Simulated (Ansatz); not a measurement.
CoPtRh:
```xyz
3
Lattice="2.6877 0.0000 0.0000 -1.3439 2.3276 0.0000 0.0000 0.0000 6.5411" Properties=species:S:1:pos:R:3 pbc="T T T"
Co     0.0000     0.0000     6.4987
Pt     0.0000     1.5518     2.0991
Rh     1.3439     0.7759     4.4843
```
Starting moments (μB, in the order of the atoms Co Pt Rh): 2.2 0.3 0.9.

Relaxed with r²SCAN. Special points in fractions of this cell's reciprocal vectors: Γ (0.000, 0.000, 0.000); M (0.500, 0.000, 0.000); K (0.333, 0.333, 0.000); A (0.000, 0.000, 0.500); L (0.500, 0.000, 0.500); H (0.333, 0.333, 0.500).

List the band energies nearest the Fermi level at these points for r²SCAN (plane waves, PAW; program Ansatz).

In eV from the Fermi level; about four levels below and three above (degenerate sets whole), none deeper than 8.9 eV; … stands for higher levels left out; points with the same levels are listed once.

```tsv
k	below	above
Γ ↑	-1.32 -1.32 -0.72 -0.72	11.00 …
M ↑	-2.76 -2.41 -0.77 -0.60	0.26 0.56 1.78
K ↑	-2.21 -1.86 -1.29 -0.92	4.20 5.11 5.69
A ↑	-1.55 -1.55 -0.43 -0.43	0.16 6.74 …
L ↑	-1.97 -1.18 -0.97 -0.03	0.26 0.55 2.33
H ↑	-2.30 -1.66 -0.72 -0.52	4.58 4.94 6.15
Γ ↓	-1.65 -1.65 -1.25 -0.49 -0.49	0.18 0.18 0.86 0.86
M ↓	-2.42 -1.68 -1.35 -1.34	0.60 0.85 1.13
K ↓	-2.43 -2.02 -1.52 -0.15	0.08 0.29 0.39
A ↓	-1.49 -1.49 -0.92 -0.92	0.02 0.09 0.09
L ↓	-1.58 -0.73 -0.64 -0.17	0.59 0.75 0.85
H ↓	-2.43 -1.62 -0.38 -0.15	0.56 0.85 1.10
```

Space group P3m1. The start of the workflow was typed in or built on a structure type; neither database checked (COD, Materials Project) lists it. Whether it is the stable phase at ambient conditions was not checked. The cell was relaxed with r²SCAN under the symmetry of its start; its stability against distortions is not shown here. Magnetic state: ferromagnetic, chosen from 3 collinear starts compared on coarse meshes (ties went to the first, and starts can fall back to one state), not a proven ground state. Other orbital occupations within this spin state were not tried. For itinerant 3d metals, meta-GGAs of the SCAN family and hybrids are commonly reported to give too large moments. Spin–orbit coupling is left out wherever it is not named.

Potentials: the earlier of the program's two PAW sets.
